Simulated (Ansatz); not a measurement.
SiSnO₃:
Space group P4mm (No. 99); a = b = 3.4657 Å, c = 4.6891 Å, α = β = γ = 90.00°

```json
[
 {"atom": "Si", "site": "1b", "symmetry": "4mm", "x": "0.5000", "y": "0.5000", "z": "0.4903"},
 {"atom": "Sn", "site": "1a", "symmetry": "4mm", "x": "0.0000", "y": "0.0000", "z": "0.0150"},
 {"atom": "O", "site": "1b", "symmetry": "4mm", "x": "0.5000", "y": "0.5000", "z": "0.8381"},
 {"atom": "O", "site": "2c", "symmetry": "2mm.", "x": "0.0000", "y": "0.5000", "z": "0.3813"}
]
```

Relaxed with PBEsol.

Question: Decompose the optical modes at the zone centre into irreducible representations, and say which are infrared and Raman allowed.

Answer: Point group 4mm: Γ_opt = 3A1 + B1 + 4E. Infrared: A1, E. Raman: A1, B1, E.

Question: Assign frequencies (DFPT, DFT-PBEsol in the program Ansatz with PAW potentials; without the LO–TO term).

Answer: E 78, A1 214, B1 250, E 296, E 352, A1 490, E 632, A1 865 cm⁻¹.

Subscripts of B labels follow the axes of the standard setting.

A made-up cell: these elements were put on the sites of a structure type; neither database checked (COD, Materials Project) lists it. Its standing as an ambient phase is unchecked. The cell was relaxed with PBEsol under the symmetry of its start; whether a distortion lowers the energy is not shown. Scalar-relativistic: spin–orbit coupling is off unless named, which matters more the heavier the elements.

Potentials: the earlier of the program's two PAW sets. The files were generated under PBE; for other functionals the program regenerates the frozen cores, and for LDA and PBEsol the local potential too.
